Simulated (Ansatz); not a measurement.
# SnAs (Fm-3m): from strained cells to moduli

```
Sn As
1.0
     0.00000    2.85732    2.85732
     2.85732    0.00000    2.85732
     2.85732    2.85732    0.00000
Sn As
1 1
Cartesian
  0.0000 0.0000 0.0000
  2.8573 2.8573 2.8573
```

The conventional cell has a = 5.715 Å, b = 5.715 Å, c = 5.715 Å, α = 90.00°, β = 90.00°, γ = 90.00°. Sn (atom 1) has 6 As at 2.86 Å as nearest neighbours. Around As (atom 2) lie 6 Sn at 2.86 Å.

Unless marked otherwise, the numbers come from PBEsol, all-electron LAPW in Ansatz 0.2.0, scalar-relativistic. k mesh 14×14×14, Fermi-Dirac smearing of 0.100 eV, basis error target 1 meV/atom. The cell was relaxed by PAW under this functional.

The cell is cubic and carries a residual pressure of -0.03 GPa at this level. Each strain component that symmetry leaves independent is applied at ±0.008, the ions relax wherever a strain frees them, and the stress (tension positive, GPa) is read. Shears are engineering strains, γ = 2ε.

```
strain    size      σxx      σyy      σzz      σyz     σxz     σxy
    xx  -0.008  -1.3634  -0.1744  -0.1744   0.0000  0.0000  0.0000
    xx  +0.008   1.2931   0.2410   0.2410   0.0000  0.0000  0.0000
    yz  -0.008   0.0346   0.0323   0.0323  -0.2432  0.0000  0.0000
    yz  +0.008   0.0346   0.0323   0.0323   0.2432  0.0000  0.0000
```

A central difference gives one constant, for example C11 ≈ (1.2931 − (-1.3634))/(0.016) = 166.0 GPa; the program then imposes the crystal's symmetry on the whole matrix.

Q: What are the independent elastic constants?

A: C11 = 166.0, C12 = 26.0, C44 = 30.4 GPa.

Q: Do they meet the Born conditions?

A: C11 − C12 = 140.1, C11 + 2C12 = 218.0 and C44 = 30.4 GPa must all be positive, so the crystal is elastically stable; that says nothing yet of its phonons.

Q: What moduli does a random aggregate of grains have?

A: B = (C11 + 2C12)/3 = 72.7 GPa. G_V = (C11 − C12 + 3C44)/5 = 46.3 and G_R = 5(C11 − C12)C44/(4C44 + 3(C11 − C12)) = 39.3, so G_H = 42.8 GPa. Then E = 9BG/(3B + G) = 107.3 GPa, ν = (3B − 2G)/(6B + 2G) = 0.254 and B/G = 1.70, on the brittle side of Pugh's 1.75 (a rule of thumb).

Q: With the density of 6.892 g/cm³, how fast does sound travel, and what Debye temperature follows?

A: 

| direction | slow (m/s) | middle (m/s) | fast (m/s) |
| --- | --- | --- | --- |
| [100] | 2100 | 2100 | 4908 |
| [110] | 2100 | 3188 | 4283 |
| [111] | 2871 | 2871 | 4053 |

The mean of v⁻³ over directions and branches gives v_m = 2720 m/s and θ_D = (ħ/k_B) v_m (6π²n)^(1/3) = 283 K, n being atoms per volume. Young's modulus spans 80 to 159 GPa over directions, and the universal anisotropy index is 0.89.

Q: How far do the constants move if PAW replaces LAPW in the same cell?

A: 

```
constant  LAPW (GPa)  PAW (GPa)  difference
     C11       166.0      166.2         0.2
     C12        26.0       26.0         0.0
     C44        30.4       30.4         0.0
```

Caveats: responses of metals move with mesh and smearing; the frozen-core PAW files of the compared runs were fitted under PBE, their cores solved anew for this functional.
